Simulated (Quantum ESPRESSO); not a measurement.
# Moving one atom in GaAlSiN2O2

The results below are calculated, not measured. They come from pw.x of Quantum ESPRESSO 7.5, a plane-wave density functional program, with PseudoDojo standard norm-conserving files (v0.5 for PBE, v0.4.1 for LDA and PBEsol). The cells are made up: elements, strain and atom displacements were drawn at random, and nothing was relaxed. There is no spin polarisation, spin-orbit coupling or dispersion term.

The cell has 8 sites of a rocksalt lattice. Sites 1 to 4 hold Ga empty Al Si; sites 5 to 8 hold N N O O. Cell vectors in Å: (3.894, 0.000, 0.000); (0.000, 3.894, 0.000); (0.000, 0.000, 3.894). Settings: PBE, cutoff 1143 eV, 7 x 7 x 7 k mesh shifted by half a step, Fermi-Dirac smearing of 0.1 eV.

Each run shifts the O atom on site 7 along z and leaves all else fixed. Site 1 is one of its nearest neighbours. E is the free energy of the cell above the lowest run shown.

```
run,shift (Å),Fz on site 7 (eV/Å),Fz on site 1 (eV/Å),P (GPa),E (meV)
1,-0.1267,1.331,-1.091,16.79,44.8
2,-0.0592,0.017,-0.374,16.23,0.0
3,-0.0423,-0.300,-0.207,16.22,2.4
4,-0.0290,-0.549,-0.076,16.25,8.0
5,0.0274,-1.632,0.513,16.72,69.2
7,0.1301,-4.015,1.989,19.12,352.7
6,0.0450,?,?,?,?
```

A rerun of one of these cells at 1437 eV and k mesh 9 x 9 x 9 moved values by no more than 0.002 eV in the cell's energy, 0.09 GPa in stress and 0.007 eV/Å in force.

## Worked fit

A parabola through the six runs shown gives Fz on site 7 = -1.125 - 20.61 u - 11.3 u² eV/Å, with u in Å and a scatter of 0.051 eV/Å. Minus the slope, 20.61 ± 1.44 eV/Å², is this atom's force constant along z at u = 0, with its periodic images moving too. The fitted force vanishes at u = -0.056 Å, where the energy should be lowest along this line. The error is the larger of the fit's own and the change that a cubic makes, rounded up.

## Withheld run

Question: what Fz on site 7 should run 6 give?

The fit gives -2.075 eV/Å. The calculation gave -1.993 eV/Å.

| run | shift (Å) | Fz on site 7 (eV/Å) | Fz on site 1 (eV/Å) | P (GPa) | E (meV) |
| --- | --- | --- | --- | --- | --- |
| 6 | 0.0450 | -1.993 | 0.718 | 16.98 | 101.1 |